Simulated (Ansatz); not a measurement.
ZrGeSe (space group P4/nmm)

```yaml
crystal:
  lattice:
    - [3.65561, 0.00000, 0.00000]
    - [0.00000, 3.65561, 0.00000]
    - [0.00000, 0.00000, 8.19539]
  atoms:
    - { symbol: Zr, position: [0.00000, 0.50000, 0.73668] }
    - { symbol: Zr, position: [0.50000, 0.00000, 0.26332] }
    - { symbol: Ge, position: [0.00000, 0.00000, 0.00000] }
    - { symbol: Ge, position: [0.50000, 0.50000, 0.00000] }
    - { symbol: Se, position: [0.50000, 0.00000, 0.61997] }
    - { symbol: Se, position: [0.00000, 0.50000, 0.38003] }
```

The slice is a (0 -1 1) plane (indices of the conventional cell) through the point (0.000, 0.000, 0.000) (fractional), spanned by u = [100] and v = [011] in vectors of this cell: u (3.66 Å) and v (8.97 Å, at 90° to u). It covers one period; positions are fractions (u, v).

All values below come from LDA (plane waves to 420 eV, PAW, scalar-relativistic; Ansatz, a program for electronic structure). k mesh 13×13×6. These are valence fields of a PAW run, semicore shells included where kept as valence: close to a nucleus they are smooth pseudo fields. ZrGeSe is run without spin polarisation. ZrGeSe was relaxed with its symmetry unable to fall.

Question: Predict the map of the electron localisation function (ELF) on the slice.

Answer: 
```tsv
v \ u	0.00	0.15	0.31	0.46	0.62	0.77	0.92
0.88	0.63	0.57	0.23	0.09	0.13	0.41	0.62
0.75	0.50	0.19	0.19	0.47	0.37	0.10	0.40
0.62	0.31	0.15	0.24	0.51	0.42	0.13	0.25
0.50	0.86	0.76	0.23	0.03	0.07	0.56	0.84
0.38	x	0.78	0.67	0.14	0.36	0.78	0.63
0.25	0.48	0.28	0.12	0.48	0.29	0.13	0.44
0.12	0.57	0.59	0.28	0.16	0.18	0.47	0.58
0.00	x	0.17	0.38	0.17	0.29	0.36	x
```

Values: electron localisation function (ELF). Points within 0.5 Å of a nucleus are blanked (x), as the pseudised field means little there.
